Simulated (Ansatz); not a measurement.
Here is the system:

Si2Ni:
```
Si2Ni
1.0
    0.00000     2.69414     2.69414
    2.69414     0.00000     2.69414
    2.69414     2.69414     0.00000
Si Ni
2 1
Direct
  0.25000   0.25000   0.25000
  0.75000   0.75000   0.75000
  0.00000   0.00000   0.00000
```

This is the PBEsol-relaxed structure.

Problem. All from PBEsol in the plane-wave PAW code Ansatz, unless another level is named. Estimate the Hill bulk and shear moduli.

Solution. 160 and 53.3 GPa.

Problem. Predict the elastic constants (relaxed ions, GPa).

Solution. C11 = 199, C12 = 141, C44 = 80.0.

Space group Fm-3m (fluorite or antifluorite type). The cell was relaxed with PBEsol under the symmetry of its start. The run is not spin-polarised. As this level gives no gap, shear constants depend on the k-mesh and smearing (Fermi–Dirac, 0.1 eV here).

Potentials: the earlier of the program's two PAW sets. The files were generated under PBE; for other functionals the program regenerates the frozen cores, and for LDA and PBEsol the local potential too.
